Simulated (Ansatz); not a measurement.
# What a change of settings does to a run on HfB

The cell comes from COD entry 1511179, which wasn't checked; take it as a given geometry.

First run: DFT, PBE, all-electron LAPW, scalar-relativistic (Ansatz 0.2.0).

Command: `ansatz run input.yaml --threads 1 --pin off --max-ram 2048MiB --backend cpu --events-out ev --progress --plain --runs-dir out` The run took 17 s on 1 thread of Arm Neoverse V1, with other jobs on the host, peak memory 0.33 GiB.

```yaml
crystal:
  lattice:
    - [0.0, 2.31, 2.31]
    - [2.31, 0.0, 2.31]
    - [2.31, 2.31, 0.0]
  atoms:
    - { symbol: Hf, position: [0.5, 0.5, 0.5] }
    - { symbol: B, position: [0.0, 0.0, 0.0] }
kpoints:
  mp_grid: { grid: [15, 15, 15] }
scf:
  occupations: { method: fermi_dirac, width: 0.05 }
hamiltonian:
  xc: pbe
  pseudopotentials: { kind: all_electron, lapw: { basis_error: 0.01 } }
output:
  forces: true
  stress: true
  eigenvalues: true
```

Result: converged; pressure 29.9 GPa; 9 SCF iterations.

Spin polarisation is left out, and whether a magnetic state lies lower isn't shown here.

No spin–orbit coupling, which matters for the heavy atoms here.

A second input differs as follows:

```diff
@@ -10,5 +10,6 @@
   mp_grid: { grid: [15, 15, 15] }
 scf:
-  occupations: { method: fermi_dirac, width: 0.05 }
+  occupations: { method: gaussian, width: 2.0 }
+  max_iter: 100
 hamiltonian:
   xc: pbe
```

Task: What is wrong with it, and what does the program do?

Result: The fault is a smearing of electronvolts. The run converged; energy at zero smearing -23.2 meV/atom from the first run; pressure 34.2 GPa; 9 SCF iterations. Such numbers aren't properties of the crystal. The log ends:
```
  atom   2  B     -0.00000000     0.00000000    -0.00000000
  max |Σ_I F_I| component: 5.09e-31 eV/Å
--- Stress (GPa, compression-positive) ---
       34.194083      -0.000000       0.000000
       -0.000000      34.194083       0.000000
        0.000000       0.000000      34.194083
  P = ⅓ Tr σ = 34.1941 GPa (341.941 kbar)
--- Band table (eV; the first three rows and the last of 120) ---
  k-point 0: bands = ["-179.2141", "-179.2141", "-179.2141", "-179.1991", "-179.1991", "-151.2568", "-39.8030", "-8.3077", "-8.3077", "-8.3077", "10.2231", "10.2231", "10.2231", "10.2235", "10.3152", "10.3152", "10.3152", "10.4870", "22.2178", "22.2178", "22.2178", "24.1123", "24.1123", "24.1123", "24.2461", "24.2461", "31.7365", "33.0150"]
  k-point 1: bands = ["-179.2141", "-179.2141", "-179.2141", "-179.1991", "-179.1991", "-151.2568", "-39.8011", "-8.3414", "-8.3111", "-8.3111", "10.2205", "10.2255", "10.2258", "10.2258", "10.3124", "10.3124", "10.3153", "10.6179", "21.7726", "22.1426", "22.1426", "23.1494", "23.1494", "24.3512", "25.5399", "25.5399", "32.0616", "33.1637"]
  k-point 2: bands = ["-179.2141", "-179.2141", "-179.2141", "-179.1991", "-179.1991", "-151.2568", "-39.7955", "-8.4353", "-8.3207", "-8.3207", "10.2160", "10.2314", "10.2336", "10.2336", "10.3047", "10.3047", "10.3156", "10.9953", "20.8591", "21.4811", "21.4811", "23.0592", "23.0592", "24.7175", "27.0471", "27.0471", "32.9622", "33.5348"]
  k-point 119: bands = ["-179.2141", "-179.2141", "-179.2141", "-179.1991", "-179.1991", "-151.2567", "-39.7426", "-8.7888", "-8.7582", "-8.5617", "10.2490", "10.2578", "10.2592", "10.2645", "10.2807", "10.2839", "10.2894", "14.4306", "18.3342", "18.7437", "19.1353", "25.1795", "25.8485", "27.9549", "28.2688", "31.2464", "36.1519", "36.4214"]
```
